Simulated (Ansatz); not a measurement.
MgH₂ (rutile)

Space group P4₂/mnm (No. 136); a = 4.517 Å, b = 4.517 Å, c = 3.013 Å, α = 90.00°, β = 90.00°, γ = 90.00°

| atom | site | symmetry | x | y | z |
|---|---|---|---|---|---|
| Mg | 2a | m.mm | 0.0000 | 0.0000 | 0.0000 |
| H | 4f | m.2m | 0.3044 | 0.3044 | 0.0000 |

Grid over V/V₀ and (c/a)/(c/a)₀, subscript 0 meaning the relaxed cell; the conventional c axis lies along z; no internal relaxation.

Level of theory: PBE (plane waves to 420 eV, PAW, scalar-relativistic; Ansatz, an electronic-structure program). k mesh 7×7×11 (Γ-centred), Fermi-Dirac smearing 0.05 eV. E stands for the smeared free energy. As the atoms are clamped, bonds stretch with the cell, which overstates energies and stresses. MgH2 was relaxed with its symmetry unable to fall.

Changes of ΔE (meV/atom) from the point V/V₀ = 1.000, (c/a)/(c/a)₀ = 1.000 when one coordinate moves alone (two changes are said to add if the coupling is within 5 % of the smaller one, nearly so within 20 %):

| point | change |
|---|---|
| V/V₀ = 1.000, (c/a)/(c/a)₀ = 0.920 | 13.82 |
| V/V₀ = 1.000, (c/a)/(c/a)₀ = 0.960 | 3.17 |
| V/V₀ = 0.920, (c/a)/(c/a)₀ = 1.000 | 11.85 |
| V/V₀ = 0.960, (c/a)/(c/a)₀ = 1.000 | 2.78 |
| V/V₀ = 1.040, (c/a)/(c/a)₀ = 1.000 | 2.47 |
| V/V₀ = 1.080, (c/a)/(c/a)₀ = 1.000 | 9.34 |
| V/V₀ = 1.000, (c/a)/(c/a)₀ = 1.040 | 2.66 |
| V/V₀ = 1.000, (c/a)/(c/a)₀ = 1.080 | 9.84 |

Problem. Do the two effects add at V/V₀ = 0.920, (c/a)/(c/a)₀ = 0.920? Give the computed change.

Solution. The sum of the single changes is 11.85 + (13.82) = 25.67; the calculation gives 33.23, so the coupling contributes 7.56 (over 20 % of the smaller single change, not additive).

Problem. Do the two effects add at V/V₀ = 1.080, (c/a)/(c/a)₀ = 1.040? Give the computed change.

Solution. The sum of the single changes is 9.34 + (2.66) = 12.00; the calculation gives 13.93, so the coupling contributes 1.93 (over 20 % of the smaller single change, not additive).

Problem. What is the change at V/V₀ = 1.040, (c/a)/(c/a)₀ = 0.920, where both move, and how far is it from the sum?

Solution. The sum of the single changes is 2.47 + (13.82) = 16.29; the calculation gives 13.02, so the coupling contributes -3.27 (over 20 % of the smaller single change, not additive).

(Under strain, the slope of the energy per volume gives the stress and its curvature an elastic modulus.)
